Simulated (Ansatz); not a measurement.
Consider the following.

ZnCdS2:
```
ZnCdS2
1.0
    3.88569     0.00000     0.00000
   -1.94285     3.36511     0.00000
    0.00000     0.00000     6.45693
Zn Cd S
1 1 2
Direct
  0.00000   0.00000   0.99911
  0.33333   0.66667   0.50768
  0.33333   0.66667   0.89173
  0.00000   0.00000   0.35347
```

This is the LDA-relaxed structure.

**Question.** All from LDA (plane waves, PAW; program Ansatz), unless another level is named. Estimate the zero-point energy.

**Answer.** 36.7 meV/atom.

**Question.** And the highest zone-centre frequency (without LO–TO term)?

**Answer.** 337 cm⁻¹.

**Question.** Next, the vibrational entropy at 300 K?

**Answer.** 32.7 J/(K·mol of atoms).

**Question.** And the bulk modulus (Birch–Murnaghan fit)?

**Answer.** 73.4 GPa.

Space group P3m1. The first step of the workflow began from a Materials Project structure, measured or hypothetical; the Crystallography Open Database copy checked does not list it. Its standing as an ambient phase is unchecked. The cell was relaxed with LDA under the symmetry of its start; phonons on a q-mesh show no instability.

Potentials: the later of the program's two PAW sets.
